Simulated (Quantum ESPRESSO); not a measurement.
```cif
data_BaO3Sn
_chemical_formula_sum 'O3 Sn1 Ba1'
_space_group_name_H-M_alt 'P 1'
_space_group_IT_number 1
_cell_length_a 4.14347
_cell_length_b 4.14347
_cell_length_c 4.14347
_cell_angle_alpha 90.000
_cell_angle_beta 90.000
_cell_angle_gamma 90.000
loop_
_space_group_symop_operation_xyz
  'x, y, z'
loop_
_atom_site_label
_atom_site_type_symbol
_atom_site_fract_x
_atom_site_fract_y
_atom_site_fract_z
_atom_site_occupancy
O1 O 0.00000 0.50000 0.00000 1
O2 O 0.50000 0.00000 0.00000 1
O3 O 0.00000 0.00000 0.50000 1
Sn1 Sn 0.00000 0.00000 0.00000 1
Ba1 Ba 0.50000 0.50000 0.50000 1
```

The geometry is that of Materials Project entry mp-3163, symmetrised and not relaxed again.

### Question
What does norm-conserving PBEsol (Quantum ESPRESSO, 84 Ry, with spin-orbit coupling) give for the electronic structure near the Fermi level?

### Answer
The PBEsol gap is indirect, 0.66 eV, from R to Γ; the smallest direct gap is 1.11 eV. The cell is held in this high symmetry; tilts and polar distortions were not searched.
